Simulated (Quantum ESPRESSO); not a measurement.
# One change at a time to Ga4NbV3

These are calculations, not measurements. They come from Quantum ESPRESSO 7.5, a public plane-wave density functional program. Each row is one single-point run on a made-up periodic cell of eight metal atoms, with elements, volume, strain and displacements drawn at random and not relaxed, so a cell may be unstable or far from any real phase. There is no spin polarisation or spin-orbit coupling.

Settings: PBE unless stated; PseudoDojo standard norm-conserving files; Fermi-Dirac width 0.25 eV, which means electrons at about 2900 K; cutoff 1143 eV; 8 x 4 x 3 k mesh shifted half a step off Gamma. E is the free energy of the whole cell (internal energy minus TS), so a -TS column is already part of it. Stress is positive in tension, and the pressure P is minus a third of its trace.

Checks: one run of this series was repeated at a higher cutoff and on a denser mesh, which moved values by no more than 0.002 eV, 0.02 GPa and 0.008 eV/Å, and a second program with other atomic files agreed on it to 2 % rms in force and 0.5 GPa in pressure. Known limits: a spin test at this wide smearing found no moment, but such smearing suppresses magnetism that the real alloy may have.

The lattice is face-centred cubic, and the cell vectors in Å are (0.000, -1.961, -1.961); (0.000, 3.923, -3.923); (7.846, 0.000, 0.000), a volume of 120.73 Å³ in run 1. The elements on sites 1 to 8 are Nb Ga Ga Ga V V V Ga. Each later run makes one change to run 1 and keeps the rest. E is counted from run 1, and is n/a where other atomic files have another zero of energy.

```
run                           change  V (Å³)  P (GPa)  -TS (eV)  rms force (eV/Å)  largest change of a force component (eV/Å)  E (eV)
  1                             none  120.73     5.26    -1.547             0.749                                       0.000   0.000
  2          sites 3 and 6 exchanged  120.73     7.65    -1.598             0.958                                       1.291   0.779
  3    all lengths scaled by +1.37 %  125.76    -0.15    -1.624             0.659                                       0.214       ?
  4           PBEsol in place of PBE  120.73    -0.41    -1.554             0.707                                       0.103     n/a
  5                     Mg on site 6  120.73    10.88    -1.203             1.117                                       1.576     n/a
  6  site 7 moved by -0.11 Å along y  120.73     5.27    -1.545             0.768                                       0.302  -0.002
```

## Worked estimate

Along a uniform scaling dE = -P dV. The mean of the two pressures is 2.555 GPa and the volume changes by 5.03 Å³, with 160.2 GPa to one eV/Å³. The same two rows give -V dP/dV = 133 GPa for this cell with clamped atoms, which is not the bulk modulus of a real alloy.

## Withheld value

Question: what E should run 3 give?

The estimate is -0.080 eV. The calculation gave -0.078 eV.
